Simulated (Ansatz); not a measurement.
An Ansatz (a program for electronic structure) input:

Ansatz 0.2 input:
```yaml
crystal:
  lattice:
    - [4.7694860256, 0.0, 0.0]
    - [0.0, 4.7694860256, 0.0]
    - [0.0, 0.0, 3.211722023]
  atoms:
    - { symbol: Sn, position: [0.0, 0.0, 0.0] }
    - { symbol: Sn, position: [0.5, 0.5, 0.5] }
    - { symbol: O, position: [0.3062748625, 0.3062748625, 0.0] }
    - { symbol: O, position: [0.8062748625, 0.1937251375, 0.5] }
    - { symbol: O, position: [0.1937251375, 0.8062748625, 0.5] }
    - { symbol: O, position: [0.6937251375, 0.6937251375, 0.0] }
kpoints:
  mp_grid: { grid: [5, 5, 7] }
basis: { xc_grid: 2 }
hamiltonian:
  xc: pbesol
  pseudopotentials: { kind: paw }
scf:
  occupations: { method: fixed }
output:
  optics: { e_range: [0.0, 15.0], de: 0.05, sigma: 0.1, bands: { spectra_wanted_up_to: 12 eV } }
```

How many symmetry operations and irreducible k-points will the run report?

16 operations, 24 of 175 k-points.

With a cutoff of 420 eV, how many plane waves at Γ?

1435.

It took very roughly 50 core-seconds on shared server cores.

Space group P4_2/mnm (rutile). The cell was relaxed with PBEsol under the symmetry of its start. Spin–orbit coupling is left out wherever it is not named.

Potentials: the later of the program's two PAW sets.

Ansatz is a plane-wave DFT program.
